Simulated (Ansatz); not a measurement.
Consider the following.

BN (zinc blende)

```yaml
crystal:
  lattice:
    - [0.00000, 1.80443, 1.80443]
    - [1.80443, 0.00000, 1.80443]
    - [1.80443, 1.80443, 0.00000]
  atoms:
    - { symbol: N, position: [0.75000, 0.75000, 0.75000] }
    - { symbol: B, position: [0.00000, 0.00000, 0.00000] }
```

A phonon eigenvector at Γ is frozen into this cell: atom i moves by Q times the vector below, so Q is the largest atomic displacement, in Å. The cell is held. It is one choice among 3 degenerate patterns.

```json
[
 {"atom": "N1", "x": "0.000", "y": "0.000", "z": "-0.772"},
 {"atom": "B2", "x": "0.000", "y": "0.000", "z": "1.000"}
]
```

Level of theory: r2SCAN (plane waves to 500 eV, PAW, scalar-relativistic; Ansatz, an electronic-structure program). k mesh 16×16×16 (Γ-centred), Fermi-Dirac smearing 0.05 eV. E stands for the smeared free energy. BN was relaxed with its symmetry unable to fall. The PAW data are Ansatz's earlier set. The zero of ΔE is the undisplaced structure.

The scan covers Q from -0.180 to 0.180 Å in 13 points.

### Question
Which space group does the distorted structure have?

### Answer
Imm2 (No. 44), lowered from F-43m.

### Question
Is this a single well or a double well?

### Answer
A single well with its minimum at or next to zero displacement.

### Question
Is the energy the same for equal positive and negative displacements?

### Answer
Even: the same for both signs.

### Question
What is the energy change at Q = 0.180 Å?

### Answer
1111 meV/cell.

### Question
What harmonic wavenumber does the curvature at Q = 0 give?

### Answer
1042 cm⁻¹.

(For displaced atoms, the force is minus the slope of the energy, and its curvature is a force constant, which sets phonon frequencies.)
